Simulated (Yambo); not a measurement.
Yambo run on CdSe (wurtzite, space group P6_3mc, No. 186). The wavefunctions are PBE (stringent potentials; pw.x of Quantum ESPRESSO, ONCV potentials, without SOC) ones on a 3×3×2 mesh (44 occupied bands); a = b = 4.3037 Å, c = 7.0188 Å, α = β = 90.00°, γ = 120.00°.

Yambo input:

```
rim_cut
gw0
dyson
el_el_corr
HF_and_locXC
ppa
em1d
RandQpts= 1000000
RandGvec= 1 Ry
EXXRLvcs= 120 Ry
VXCRLvcs= 480 Ry
Chimod= "HARTREE"
% BndsRnXp
 27 | 399 |
%
NGsBlkXp= 12 Ry
% LongDrXp
 1.0 | 1.0 | 1.0 |
%
PPAPntXp= 27.2114 eV
% GbndRnge
 1 | 220 |
%
GTermKind= "BG"
DysSolver= "n"
ExtendOut
% QPkrange
 1 | 1 | 44 | 45 |
%
```

k points by index: 1 = Γ.

Table of the .qp output:

```
#    K-point    Band    Eo [eV]    E [eV]    E-Eo [eV]    Vxc [eV]    Vnlxc [eV]    Sc|Eo [eV]    Sc|E [eV]    dSc/dw|Eo [eV]    Re(Z)    Im(Z)
#
    1    44    0.000000    -0.644673    -0.644673    -15.98173    -18.64202    1.843811    2.015618    -7.250640    0.789602    -0.001463
    1    45    0.666530    0.720632    0.054102    -11.76092    -8.042540    -3.651634    -3.664277    -6.346290    0.810882    -0.001351
```
(The two width columns are left out.) Convergence of these settings isn't established.

Geometry relaxed with PBEsol.
